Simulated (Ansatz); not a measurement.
GaBO$_{3}$:
```xyz
10
Lattice="2.2924 1.3235 4.7250 -2.2924 1.3235 4.7250 0.0000 -2.6471 4.7250" Properties=species:S:1:pos:R:3 pbc="T T T"
Ga     0.0000     0.0000     7.0875
Ga     0.0000     0.0000     0.0000
B      0.0000     0.0000     3.5438
B      0.0000     0.0000    10.6313
O      0.9120     1.3235     8.2688
O     -0.9120    -1.3235     5.9063
O     -1.6022     0.1281     8.2688
O      1.6022    -0.1281     5.9063
O      0.6902    -1.4516     8.2688
O     -0.6902     1.4516     5.9063
```

Tensor components refer to the Cartesian frame of this cell.

Q: Give the high-frequency dielectric tensor and the Born effective charge tensors of the independent atoms from DFPT, plane-wave PAW PBEsol (Ansatz code).

A: 
ε∞:
```
3.90  0.00  0.00
0.00  3.90  0.00
0.00  0.00  3.48
```
Z* of atom 1 (Ga), rows: field, columns: displacement, in e:
```
 3.48   0.11   0.00
-0.11   3.48   0.00
 0.00   0.00   3.44
```
Z* of atom 3 (B), rows: field, columns: displacement, in e:
```
2.88  0.00  0.00
0.00  2.88  0.00
0.00  0.00  1.02
```
Z* of atom 5 (O), rows: field, columns: displacement, in e:
```
-2.58   0.00   0.00
 0.00  -1.66  -0.41
 0.00  -0.31  -1.49
```

Space group R-3c. The workflow started from a Materials Project entry (that database holds measured and hypothetical structures alike); the Crystallography Open Database files this formula in space group No. 167, but the cells were not matched. Its standing as an ambient phase is unchecked. The PBEsol relaxation kept the symmetry of its start; whether a distortion lowers the energy is not shown. Spin–orbit coupling is left out wherever it is not named.

Potentials: the later of the program's two PAW sets.
